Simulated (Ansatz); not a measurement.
**Is this Al3BP4 structure a true minimum?**

It was reached by relaxing an invented guess, and it needn't be the stable form of this composition.

All numbers below come from Ansatz, DFT PBE, scalar-relativistic, plane waves, PAW. Cutoff 420 eV; k points 12×12×4 on the computed 8-atom cell (Γ-centred); Gaussian smearing, width 0.02 eV; no spin polarisation.

The cell below (8 atoms, space group P3m1 (No. 156)) is relaxed within its symmetry.

```yaml
crystal:
  lattice:
    - [3.71747, 0.00000, 0.00000]
    - [-1.85874, 3.21943, 0.00000]
    - [0.00000, 0.00000, 12.45148]
  atoms:
    - { symbol: Al, position: [0.66667, 0.33333, 0.75069] }
    - { symbol: Al, position: [0.33333, 0.66667, 0.01289] }
    - { symbol: Al, position: [0.33333, 0.66667, 0.48869] }
    - { symbol: B, position: [0.66667, 0.33333, 0.25597] }
    - { symbol: P, position: [0.66667, 0.33333, 0.41613] }
    - { symbol: P, position: [0.66667, 0.33333, 0.94116] }
    - { symbol: P, position: [0.33333, 0.66667, 0.20546] }
    - { symbol: P, position: [0.33333, 0.66667, 0.67900] }
```

For the test it was strained at random (σ = 1.5 % a component), the atoms were moved at random (σ = 0.10 Å), and all was relaxed again on a coarse 6×6×1 mesh (in the run’s order of axes) with 0.10 eV smearing, with no symmetry imposed.

Question: Does it come back?

Answer: It returns, within 1 meV/atom of the unmoved cell on that mesh and with the same symmetry when read at 0.1 Å (Cm at 0.01 Å, so small strains and shifts remain). No instability shows in this cell; modes of other wave vectors, which need another repeat, aren't tested. Another cell of Al3BP4 relaxed alike, in I-42m, lies 100 meV/atom lower, so this cell isn't the stable form at this level.
